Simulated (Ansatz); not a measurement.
Suppose Al₃NiIr takes space group P6/mmm (No. 191), with Al on 3f; Ni on 1b; Ir on 1a.

All numbers below come from DFT PBE, scalar-relativistic, plane waves, PAW in Ansatz. Cutoff 420 eV, Γ-centred mesh, Gaussian smearing, collinear spin.

The zero of energy is the elements' standard structures at the same level; no fitted shifts are applied.

Question: Which cell and coordinates does it relax to?

Answer:

Space group P6/mmm (No. 191). a = 5.111 Å, b = 5.111 Å, c = 4.817 Å, α = 90.00°, β = 90.00°, γ = 120.00°
```tsv
atom	site	symmetry	x	y	z
Al	3f	mmm	0.5000	0.0000	0.0000
Ni	1b	6/mmm	0.0000	0.0000	0.5000
Ir	1a	6/mmm	0.0000	0.0000	0.0000
```

Al has 4 Al at 2.56 Å and 2 Ir at 2.56 Å; Ni has 2 Ir at 2.41 Å; around Ir lie 2 Ni at 2.41 Å and 6 Al at 2.56 Å. Another local minimum with the same sites may exist.

Question: Where does its energy lie, and is it a metal?

Answer: The formation energy is +0.22 eV/atom, the gap on the 12×12×8 mesh of the 5-atom cell is 0 eV (a metal) and the net moment per atom is 0.24 μB. The moment by site is Ni -1.0; Ir -0.2 μB. The separate elements lie lower, so it is unstable against them.

The last run used collinear spin and Gaussian smearing of 0.10 eV. These runs have no spin–orbit coupling, which can matter for Ir. Another magnetic order may lie lower. Symmetry constrained the relaxation, so the result can be a saddle point. Another cell of Al3NiIr relaxed alike but without spin, in Pm-3m, lies 43 meV/atom lower, so this cell isn't the stable form at this level. Site moments count only spheres around the atoms; the net moment includes the space between them.
